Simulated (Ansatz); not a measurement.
# Ge: strain energy, fitted

Ge, P6_3/mmc, a = 3.996 Å, c = 6.603 Å. This isn't the element's structure at ambient conditions. Ansatz: r2SCAN, PAW, 500 eV, Γ-centred 12×12×6 mesh on 4 atoms, Gaussian smearing 0.01 eV; no spin polarisation. Series: equal strain along all axes, cell held, atoms relaxed; x is the strain in per cent. y is the free energy over the unstrained cell, V0 = 22.823 Å³/atom.

```tsv
x (%)	y (meV/atom)
-4.5	109.67
-3.0	45.99
-1.5	?
0.0	0.00
1.5	9.66
3.0	36.46
4.5	77.78
```

Task: Fit y = c2 x² + c3 x³ to the other rows, turn c2 into a modulus, and predict the missing energy.

Result: Least squares on the rows shown. y = 4.6202 x² − 0.17513 x³. In eV per unit strain² c2 is 46.20; the stiffness is B for this strain (E = 9/2 B V0 ε², shape held): 2 × 46.20 × 160.2 / (9 × 22.823) = 72 GPa. At x = -1.5 the fit asked for gives 10.99 meV/atom. The run gave 10.84 meV/atom, so the fit is 0.15 meV/atom too high, within the rms miss on the fitted rows (0.26 meV/atom).